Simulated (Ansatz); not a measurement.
InRu:
```
InRu
1.0
    5.51549     0.00000     0.00000
   -2.75775     4.77656     0.00000
    0.00000     0.00000     4.59213
Ru In
3 3
Cartesian
 -1.37887   2.38828   0.00000
  2.75775   0.00000   0.00000
  1.37887   2.38828   0.00000
  2.75775   1.59219   2.29606
  0.00000   3.18437   2.29606
  0.00000   0.00000   0.00000
```

Relaxed with PBE. Special points in fractions of this cell's reciprocal vectors: Γ (0.000, 0.000, 0.000); M (0.500, 0.000, 0.000); K (0.333, 0.333, 0.000); A (0.000, 0.000, 0.500); L (0.500, 0.000, 0.500); H (0.333, 0.333, 0.500).

Question: List the band energies nearest the Fermi level at these points for the program Ansatz at the PBE with spin–orbit coupling level (PAW).

Answer: In eV from the Fermi level; about four levels below and three above (degenerate sets whole), none deeper than 8.9 eV; points with the same levels are listed once.

| k | below | above |
|---|---|---|
| Γ | -0.18 -0.18 -0.14 -0.14 | 0.01 0.01 0.12 0.12 |
| M | -0.21 -0.21 -0.07 -0.07 | 0.14 0.14 2.40 2.40 |
| K | -0.72 -0.72 -0.21 -0.21 | 0.42 0.42 2.85 2.85 |
| A | -0.09 -0.09 -0.01 -0.01 | 0.01 0.01 0.05 0.05 |
| L | -0.22 -0.22 -0.16 -0.16 | 0.05 0.05 0.60 0.60 |
| H | -0.24 -0.24 -0.14 -0.14 | 0.40 0.40 0.53 0.53 |

Space group P6/mmm. The start of the workflow was typed in or built on a structure type; neither database checked (COD, Materials Project) lists it. Its standing as an ambient phase is unchecked. The PBE relaxation kept the symmetry of its start; whether a distortion lowers the energy is not shown. No spin polarisation was allowed. Its formation energy is positive at this level, so the cell may be metastable or incomplete.

Potentials: the earlier of the program's two PAW sets.
